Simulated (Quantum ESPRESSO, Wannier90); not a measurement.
## Tight-binding from DFT: CdS (zinc blende)

```xyz
2
Lattice="0.0000 2.9430 2.9430 2.9430 0.0000 2.9430 2.9430 2.9430 0.0000" Properties=species:S:1:pos:R:3 pbc="T T T"
Cd     0.0000     0.0000     0.0000
S     -1.4715    -1.4715    -1.4715
```

Cell from Materials Project (mp-2469), symmetrised, no further relaxation. COD (Crystallography Open Database) has the formula in 2 space groups, this one among them (matched by group alone). Method: PBEsol plane waves in Quantum ESPRESSO 7.5 (PseudoDojo norm-conserving files, 82 Ry, no spin polarisation, no spin-orbit coupling), Bloch states on a 10×10×10 mesh through Γ, Wannier90 4.0.1. Density: 10×10×10 mesh, Gaussian smearing 0.01 Ry.

Bands 5,11-13 form an isolated set from -12.21 to 0.00 eV relative to the valence-band maximum (on the path) and are turned into 4 Wannier functions by minimising the spread from the start: s functions at the bond centres. Bands 6–10 (Cd 4d 95 %) lie between the kept ones and are excluded.

Question: Where do the functions sit, how wide are they and what are they made of?

Answer: 
```tsv
functions	spread (Å²)	nearest atom, distance (Å)	second atom, distance (Å)	weight on atomic waves
4	2.18	S 0.62	Cd 1.93	S 3p 61 %, S 3s 22 %, Cd 5s 9 %
```

Ω_I = 8.43 Å², Ω_total = 8.72 Å²; the interpolated bands follow pw.x to 4.4 meV rms on the path. It is the lowest total spread that any start reached here.
